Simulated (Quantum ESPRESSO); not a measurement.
# Where does Ga sit best among In sites?

Calculated results; nothing here was measured. They come from pw.x of Quantum ESPRESSO 7.5, a plane-wave density functional program, with PseudoDojo standard norm-conserving files (v0.5 for PBE, v0.4.1 for LDA and PBEsol). The cells are made up: elements, strain and atom displacements were drawn at random, and nothing was relaxed. There is no spin polarisation, spin-orbit coupling or dispersion term.

The cell has 10 sites of a corundum lattice. Sites 1 to 4 hold X X X X; sites 5 to 10 hold O O O F N O. Cell vectors in Å: (2.814, 1.662, 4.976); (-2.662, 1.567, 4.921); (-0.006, -3.246, 4.954). Settings: PBE, cutoff 1143 eV, 7 x 7 x 7 k mesh shifted by half a step, Fermi-Dirac smearing of 0.1 eV.

In each run one of the sites marked X holds Ga and the others hold In; cell and positions stay the same. E is the free energy of the cell.

| site of the guest | first shell | mean distance (Å) | E above the lowest (eV) | P (GPa) | force on the guest (eV/Å) |
| --- | --- | --- | --- | --- | --- |
| 1 | FNO4 | 2.202 | 0.032 | 0.02 | 2.540 |
| 2 | FNO4 | 2.209 | 0.116 | 0.29 | 2.564 |
| 3 | FNO4 | 2.198 | 0.000 | -0.08 | 2.292 |
| 4 | FNO4 | 2.240 | 0.140 | 0.65 | 1.507 |

A rerun of one of these cells at 1437 eV and k mesh 9 x 9 x 9 moved values by no more than 0.004 eV in the cell's energy, 0.04 GPa in stress and 0.002 eV/Å in force.

## Reading the table

Site 3 is lowest, by 0.032 eV, over three times the rerun's bound. A straight line of energy against the mean distance has a slope of 2.9 ± 1.4 eV/Å, so these few sites cannot settle whether the distance sets the order. The positions are random and not relaxed, so the differences hold for this frozen cell and are not site preferences of a real crystal.